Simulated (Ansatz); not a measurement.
Input:

GaMo3N:
Space group Pm-3m (No. 221); a = b = c = 4.085 Å, α = β = γ = 90.00°

```
atom  site  symmetry       x       y       z
----  ----  --------  ------  ------  ------
Ga      1a      m-3m  0.0000  0.0000  0.0000
Mo      3c    4/mm.m  0.0000  0.5000  0.5000
N       1b      m-3m  0.5000  0.5000  0.5000
```

This is the r²SCAN-relaxed structure.

Problem. All from r²SCAN in the plane-wave PAW code Ansatz, unless another level is named. Predict the electronic character.

Solution. metallic (no gap).

Problem. Predict the formation energy from the elements (no fitted shifts).

Solution. -175 meV/atom.

Problem. And the density of states at the Fermi level?

Solution. 0.59 states/eV per atom (mean over ±0.08 eV).

Problem. Next, the gap with spin–orbit coupling?

Solution. none (metallic).

The start of the workflow was typed in or built on a structure type; neither database checked (COD, Materials Project) lists it. Its standing as an ambient phase is unchecked. Symmetry was held in the r²SCAN relaxation; its stability against distortions is not shown here. The workflow began spin-polarised and lost its moments. The references are the lowest solids computed at this level, not always the standard phases (solids in place of the gases). Scalar-relativistic: spin–orbit coupling is off unless named, which matters more the heavier the elements.

Potentials: the earlier of the program's two PAW sets.
